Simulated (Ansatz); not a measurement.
BeSe:
```xyz
2
Lattice="0.0000 2.5407 2.5407 2.5407 0.0000 2.5407 2.5407 2.5407 0.0000" Properties=species:S:1:pos:R:3 pbc="T T T"
Be     0.0000     0.0000     0.0000
Se     3.8110     3.8110     3.8110
```

x, y and z are the axes in which the lattice vectors are written.

Problem. Give the proper piezoelectric stress tensor with relaxed ions from the program Ansatz at the LDA level (PAW).

Solution. In C/m², rows x, y, z, Voigt columns; mesh uncertainty up to 0.00.
```
0.00  0.00  0.00  0.18  0.00  0.00
0.00  0.00  0.00  0.00  0.18  0.00
0.00  0.00  0.00  0.00  0.00  0.18
```

The elastic tensor of the same run (GPa):

|  | 1 | 2 | 3 | 4 | 5 | 6 |
|---|---|---|---|---|---|---|
| 1 | 138 | 56.7 | 56.7 | 0.0 | 0.0 | 0.0 |
| 2 | 56.7 | 138 | 56.7 | 0.0 | 0.0 | 0.0 |
| 3 | 56.7 | 56.7 | 138 | 0.0 | 0.0 | 0.0 |
| 4 | 0.0 | 0.0 | 0.0 | 70.9 | 0.0 | 0.0 |
| 5 | 0.0 | 0.0 | 0.0 | 0.0 | 70.9 | 0.0 |
| 6 | 0.0 | 0.0 | 0.0 | 0.0 | 0.0 | 70.9 |

Problem. Convert to strain constants d = e·S.

Solution. In pC/N:
```
0.0  0.0  0.0  2.5  0.0  0.0
0.0  0.0  0.0  0.0  2.5  0.0
0.0  0.0  0.0  0.0  0.0  2.5
```

Space group F-43m (zinc blende). The LDA relaxation kept the symmetry of its start; phonons on a q-mesh show no instability.

Potentials: the earlier of the program's two PAW sets.
